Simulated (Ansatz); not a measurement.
PbS:
```yaml
crystal:
  lattice:
    - [0.00000, 3.30090, 3.30090]
    - [3.30090, 0.00000, 3.30090]
    - [3.30090, 3.30090, 0.00000]
  atoms:
    - { symbol: S, position: [0.25000, 0.25000, 0.25000] }
    - { symbol: Pb, position: [0.00000, 0.00000, 0.00000] }
```

Relaxed with r²SCAN.

Problem. Map the valence electron density (e/Å³), cut off at 0.8 on the plane through (0.250, 0.250, 0.250) spanned by u = [1, 0, 0] and v = [-1, 1, 1] in lattice vectors, from plane-wave PAW r²SCAN (Ansatz code).

Solution. x is the fraction of u, y of v (the angle between them is 90°; rows are the nearest grid lines); atoms in the plane: S at (0.00, 0.00), Pb at (0.50, 0.75).
```
| =@@@*-..      ..-*@@@= |
|=#@@@*-:........:-*@@@#=|
|@@@@*=-:-=+**+=-:-=*@@@@|
|@@%*=---+%@@@@%+---=*%@@|
|--::::=#@@@@@@@@#=::::--|
|.....:=@@@@@@@@@@=:.....|
|    .:=@@@@@@@@@@=:.    |
|     .=@@@@@@@@@@=.     |
|     .-*@@@@@@@@*-.     |
|      .:-*%@@%*-:.      |
|       ..:-==-:..       |
|                        |
|                        |
|                        |
|                        |
|                        |
|                        |
|                        |
|....                ....|
|--::.              .::--|
|@@%*-:.          .:-*%@@|
|@@@@+-..        ..-+@@@@|
|=#@@@+-.        .-+@@@#=|
| =@@@*-..      ..-*@@@= |
```
Scale: ten equal steps from 0.005 (start of ' ') to 0.800 (end of '@'), in the order ' .:-=+*#%@'; x runs from 0.000 to 1.00, y from 0.000 (bottom) to 1.00 (top).

The density is the valence pseudo-density with augmentation charge, so density and ELF within about 1 Å of a nucleus are not all-electron values.

Space group F-43m (zinc blende). The start of the workflow was typed in or built on a structure type; neither database checked (COD, Materials Project) lists it. It is not the phase usual at ambient conditions (space group No. 225). The cell was relaxed with r²SCAN under the symmetry of its start. At this level the phase is mechanically unstable. Spin–orbit coupling is left out wherever it is not named.

Potentials: the earlier of the program's two PAW sets.
